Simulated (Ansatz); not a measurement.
¹⁷O NMR of the central transition in Al₂O₃

Cell: a computed structure from the Materials Project (it need not be an observed phase), atoms as given.

Space group R-3c:H (No. 167); a = 4.8050, c = 13.1163 Å, γ = 120.00°.

```
site  Wyckoff  site symmetry       x       y       z
  Al      12c             3.  0.0000  0.0000  0.1479
   O      18e             .2  0.0272  0.6667  0.9167
```

One atom of each set is listed; the run and its k-mesh use a cell of 10 atoms with edges of 5.18, 5.18, 5.18 Å.

The numbers come from a DFT calculation in Ansatz (PBE, plane waves and PAW (field gradients read without the response of the frozen cores, which leaves them typically 4 to 6 % off), scalar-relativistic, 420 eV cutoff, Γ-centred 5×5×5 k-points, Fermi–Dirac smearing 0.02 eV).

¹⁷O has I = 5/2 and Q = -25.58 mb (Pyykkö 2018); at 23.5 T its Larmor frequency is ν₀ = 135.7 MHz. Only the quadrupole interaction is simulated: positions count from each site's isotropic chemical shift, and J coupling is left out, as are shift anisotropy and dipolar coupling, which fast spinning averages.

(1) What does the ¹⁷O spectrum (fast magic-angle spinning) show for each site?

Answers

(1) 

```csv
site,first shell,C_Q (MHz),η,P_Q (MHz),δ_QIS (ppm),breadth (kHz)
O,4 Al at 1.87–1.99 Å; also 2 Al at 3.25 Å,2.54,0.52,2.66,-2.30,0.724
```

δ_QIS = −(ν_Q²/30ν₀²)[I(I+1) − 3/4](1 + η²/3) × 10⁶ ppm with ν_Q = 3|C_Q|/[2I(2I−1)]; it falls as 1/B₀² in ppm, and the breadth as 1/B₀ in kHz.

The run took 3.3 s of wall time (3.3 s of CPU time) and 0.42 GiB at its peak, on 1 thread of Intel Xeon Platinum 8375C CPU @ 2.90GHz (Ice Lake) (x86_64; 16 cores open to the job, memory cap 3.0 GiB, no GPU), a shared host with a load of 0.6 a core.
